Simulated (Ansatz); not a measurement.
The relaxed structure here is a generated cell of Rb: the first start was made by placing the elements on the sites of a structure type, and the end was not matched to a known phase here, so it may be hypothetical. Known forms of Rb include space group No. 229.

The end point of a relaxation of Rb. All values below come from r2SCAN (plane waves to 500 eV, PAW, scalar-relativistic; Ansatz, a quantum-chemistry and plane-wave program).

```
CELL_PARAMETERS angstrom
      8.20073     0.00000     0.00000
     -4.10037     7.10204     0.00000
      0.00000     0.00000     4.89064
ATOMIC_POSITIONS crystal
  Rb 0.00000 0.00000 0.00000
  Rb 0.33333 0.66667 0.50000
  Rb 0.66667 0.33333 0.50000
```

Problem. Determine the symmetry and give the standard cell with its independent sites.

Solution. Space group P6/mmm (No. 191); a = b = 8.2007 Å, c = 4.8906 Å, α = β = 90.00°, γ = 120.00°

```csv
atom,site,symmetry,x,y,z
Rb,1a,6/mmm,0.0000,0.0000,0.0000
Rb,2d,-6m2,0.3333,0.6667,0.5000
```

Problem. Give the shortest distances between elements (the closest pairs, up to four, under 3.6 Å).

Solution. .

The volume per atom is 94.95 Å³ and the density comes out as 1.49 g/cm³. The band gap is no gap (metallic).

No spin polarisation in the result.

The run could not lose the symmetry of its start: the end is stationary, and may be a saddle point rather than a minimum.

All atoms sit on sites fixed by symmetry, so only the cell could relax.
